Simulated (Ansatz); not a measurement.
# How the functional moves the response of W (Im-3m) (LDA, PBEsol)

```yaml
crystal:
  lattice:
    - [-1.56756, 1.56756, 1.56756]
    - [1.56756, -1.56756, 1.56756]
    - [1.56756, 1.56756, -1.56756]
  atoms:
    - { symbol: W, position: [0.00000, 0.00000, 0.00000] }
```

This cell (15.41 Å³ an atom) was relaxed by PAW under LDA, and each functional gets its own cell relaxed so. Quantity: harmonic phonons by finite displacements (negative means unstable), on a 4×4×4 q mesh.

Runs: (1) LDA, PAW on Ansatz 0.2.0's default frozen-core files (fitted under PBE), scalar-relativistic; k mesh 24×24×24, Fermi-Dirac smearing of 0.100 eV, cutoff 420 eV. (2) PBEsol, PAW on Ansatz 0.2.0's default frozen-core files (fitted under PBE), scalar-relativistic; k mesh 20×20×20, Fermi-Dirac smearing of 0.100 eV, cutoff 420 eV.

Under LDA: highest mode = 225 cm⁻¹, lowest at N = 135 cm⁻¹, lowest at P = 182 cm⁻¹, lowest at H = 179 cm⁻¹, Grüneisen γ (heat-capacity mean at 300 K) = 1.70.

Question: Which way does PBEsol move the volume, and by how much?

Answer: a = 3.154 Å, 15.69 Å³ an atom: 1.8 % larger.

Question: What does PBEsol give for these quantities?

Answer: 

```tsv
quantity	LDA	PBEsol	change
highest mode	225 cm⁻¹	224 cm⁻¹	under 1 %
lowest at N	135 cm⁻¹	137 cm⁻¹	+2 %
lowest at P	182 cm⁻¹	181 cm⁻¹	under 1 %
lowest at H	179 cm⁻¹	182 cm⁻¹	+2 %
Grüneisen γ (heat-capacity mean at 300 K)	1.70	1.69	under 1 %
```

Known limits: frozen-core PAW files fitted under PBE, their cores solved anew for the functional of the run; responses of metals move with mesh and smearing; no spin-orbit coupling on heavy atoms.
